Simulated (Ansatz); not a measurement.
# Density of states of Ge

```cif
data_structure
_symmetry_space_group_name_H-M 'Fd-3m:1'
_symmetry_Int_Tables_number 227
_cell_length_a 5.6575
_cell_length_b 5.6575
_cell_length_c 5.6575
_cell_angle_alpha 90.000
_cell_angle_beta 90.000
_cell_angle_gamma 90.000
_cell_volume 181.09
loop_
_atom_site_label
_atom_site_type_symbol
_atom_site_symmetry_multiplicity
_atom_site_Wyckoff_symbol
_atom_site_fract_x
_atom_site_fract_y
_atom_site_fract_z
_atom_site_occupancy
Ge1 Ge 8 a 0.50000 0.00000 0.50000 1
```

The runs use the primitive cell with vectors (0.000, 2.829, 2.829), (2.829, 0.000, 2.829), (2.829, 2.829, 0.000) Å, to which the k mesh refers.

The cell is a measured one (Crystallography Open Database entry 9011050); the temperature and pressure of the measurement aren't taken into account, and nothing was relaxed.

Computed with DFT, PBEsol, all-electron LAPW, scalar-relativistic in Ansatz 0.2.0.

Settings: a Γ-centred 11×11×11 k mesh, Fermi–Dirac smearing of 0.05 eV, basis error target 0.5 meV/atom, no spin polarisation.

States per eV and cell, averaged over 0.6 eV, from -5.8 to 1.8 eV, with energies (bin centres) from the Fermi level; empty bins are left out. 

| E (eV) | total |
| --- | --- |
| -5.6 | 0.24 |
| -5.0 | 0.17 |
| -4.4 | 0.65 |
| -3.8 | 1.09 |
| -3.2 | 1.34 |
| -2.6 | 1.39 |
| -2.0 | 1.24 |
| -1.4 | 0.88 |
| -0.8 | 0.34 |
| -0.2 | 0.07 |
| 0.4 | 0.08 |
| 1.0 | 0.68 |
| 1.6 | 1.64 |
